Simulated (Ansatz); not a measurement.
CaO (rock salt, Fm-3m), a = 4.8308 Å, b = 4.8308 Å, c = 4.8308 Å, α = 90.00°, β = 90.00°, γ = 90.00°; the cell used has 2 atoms.

Relaxed with plane-wave PAW PBE (Ansatz code). Indices refer to the conventional cell of Fm-3m, a = 4.831 Å, b = 4.831 Å, c = 4.831 Å, α = 90.00°, β = 90.00°, γ = 90.00°.

Problem. Simulate the powder diffraction pattern (Cu Kα, λ = 1.54184 Å; lines above 1 %) up to 2θ = 90°.

Solution. Simulated powder pattern, Cu Kα, λ = 1.54184 Å (kinematic, ideal powder, no thermal factors, no anomalous dispersion; the 30 strongest lines at most, above 1 %, up to 2θ = 90°):

| 2θ (°) | d (Å) | I/Imax (%) | hkl |
|---|---|---|---|
| 32.09 | 2.789 | 38 | (111) |
| 37.23 | 2.415 | 100 | (200) |
| 53.66 | 1.708 | 59 | (220) |
| 63.91 | 1.457 | 16 | (311) |
| 67.12 | 1.395 | 18 | (222) |
| 79.34 | 1.208 | 7.7 | (400) |
| 88.15 | 1.108 | 6.9 | (331) |

The cell was relaxed with PBE under the symmetry of its start; phonons on a q-mesh show no instability.

Potentials: the later of the program's two PAW sets.
